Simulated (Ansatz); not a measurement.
## Ti₂C, a known structure type with other elements, at an estimated volume

```
Ti C
1.0
     5.06602    0.00000    0.00000
     0.00000    4.58216    0.00000
     0.00000    0.00000    3.04154
Ti C
4 2
Direct
  0.65875 0.25295 0.00000
  0.34125 0.74705 0.00000
  0.15875 0.24705 0.50000
  0.84125 0.75295 0.50000
  0.00000 0.00000 0.00000
  0.50000 0.50000 0.50000
```

Method: r2SCAN, no spin polarisation; PAW, plane waves to 500 eV, 7×7×11 Γ-centred mesh, fermi-dirac occupations (width 0.1 eV) (Ansatz 0.2.0), atoms fixed.

What happens at the Fermi level?

It is a metal, with about 4.6 states/eV a cell as the mean within 0.25 eV of the Fermi level, mostly Ti d (85 %).

How is the charge shared?

Bader charges in e: Ti +1.15, C -2.30. In the mean Ti gives up most and C takes most.

Where is the largest force?

The largest is on Ti1 (and as large on other atoms): 0.26 eV/Å, components (0.26, 0.01, 0.00). It makes 112° with the line to a nearest neighbour, C6 at 2.06 Å.

Is the cell too large or too small?

The pressure is 22.9 GPa (compression positive), so with the atoms held at these fractions the cell would first expand. The principal stresses 17.1, 17.5, 34.1 GPa differ, so its shape would change too.

Is it stable against the elements?

-0.60 eV an atom against the elements' usual phases (free molecules for gases, crystals otherwise, with no correction for O₂ or N₂), so it is bound against them; other compounds may still compete. Relaxing would lower it.

Describe some of the short contacts.

Ti–C at 2.06 Å: least valence density 0.61 e/Å³ and ELF 0.25 there. Both are smooth PAW fields, read partly inside the augmentation spheres.

Origin: a known structure type with other elements, at an estimated volume, so it need not be a known compound. Caveats: many states at the Fermi level without spin polarisation, so a magnetic state may lie lower; atoms or cell far from equilibrium.
